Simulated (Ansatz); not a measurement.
## CaRe3, a known structure type with other elements, at an estimated volume

```yaml
crystal:
  lattice:
    - [6.24220, 0.00000, 0.00000]
    - [-3.12110, 5.40590, 0.00000]
    - [0.00000, -3.60393, 7.12104]
  atoms:
    - { symbol: Ca, position: [0.00000, 0.00000, 0.00000] }
    - { symbol: Re, position: [0.50000, 0.00000, 0.00000] }
    - { symbol: Re, position: [0.00000, 0.50000, 0.00000] }
    - { symbol: Re, position: [0.50000, 0.50000, 0.00000] }
    - { symbol: Ca, position: [0.21754, 0.43508, 0.65262] }
    - { symbol: Ca, position: [0.78246, 0.56492, 0.34738] }
    - { symbol: Re, position: [0.29640, 0.59280, 0.33090] }
    - { symbol: Re, position: [0.73810, 0.03450, 0.33090] }
    - { symbol: Re, position: [0.29640, 0.03450, 0.33090] }
    - { symbol: Re, position: [0.26190, 0.96550, 0.66910] }
    - { symbol: Re, position: [0.70360, 0.40720, 0.66910] }
    - { symbol: Re, position: [0.70360, 0.96550, 0.66910] }
```

The numbers come from plane-wave PAW DFT (Ansatz): PBE, no spin polarisation, 420 eV, 7×7×7 Γ-centred k points, fermi-dirac occupations (width 0.1 eV). Nothing was relaxed.

Q: Metal or insulator?

A: It is a metal, with about 19 states/eV a cell as the mean within 0.25 eV of the Fermi level, mostly Re d (86 %).

Q: What is the formation energy?

A: 1.11 eV an atom against the elements' usual phases (free molecules for gases, crystals otherwise, with no correction for O₂ or N₂), so at this geometry it isn't bound against them. Relaxing would lower it.

Q: Where is the largest force?

A: The largest is on Re7 (and as large on other atoms): 2.58 eV/Å, components (0.00, 2.58, -0.08). It makes 30° with the line to a nearest neighbour, Re8 at 2.76 Å, pointing towards it.

Q: Is the cell too large or too small?

A: The pressure is -18.8 GPa (compression positive), so with the atoms held at these fractions the cell would first shrink; the forces are large, so a full relaxation may end otherwise. The principal stresses -24.3, -16.0, -16.0 GPa differ, so its shape would change too.

Q: What do density and ELF say about some of the short contacts?

A: Re–Re at 2.76 Å: least valence density 0.44 e/Å³ and ELF 0.44 there. Ca–Re at 3.05 Å: least valence density 0.15 e/Å³ and ELF 0.09 there. These are pseudo-fields; inside the PAW spheres they differ from the all-electron ones.

Origin: a known structure type with other elements, at an estimated volume, so it need not be a known compound. Caveats: many states at the Fermi level without spin polarisation, so a magnetic state may lie lower; atoms or cell far from equilibrium.
